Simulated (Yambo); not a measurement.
CaO (rock salt, space group Fm-3m, No. 225), G0W0@PBEsol in Yambo with this input:

```
rim_cut
gw0
dyson
el_el_corr
HF_and_locXC
ppa
em1d
RandQpts= 1000000
RandGvec= 1 Ry
EXXRLvcs= 84 Ry
VXCRLvcs= 336 Ry
Chimod= "HARTREE"
% BndsRnXp
 1 | 64 |
%
NGsBlkXp= 10 Ry
% LongDrXp
 1.0 | 1.0 | 1.0 |
%
PPAPntXp= 27.2114 eV
% GbndRnge
 1 | 64 |
%
GTermKind= "BG"
DysSolver= "n"
ExtendOut
```

On a 6×6×6 mesh, with wavefunctions cut at 84 Ry, the gap (Γ → X) is 5.954 eV and the valence edge shifts by -1.116 eV.

Problem. What happens with this change: 23 bands in G?

Solution. The gap rises by 0.068 eV, to 6.022 eV; the shift of the valence edge becomes -1.175 eV. Neither run is shown to be the converged limit.

Geometry relaxed with PBEsol; primitive cell a = b = c = 3.368 Å, α = β = γ = 60.00°.

A shift is the quasiparticle energy of the state minus its PBEsol energy.
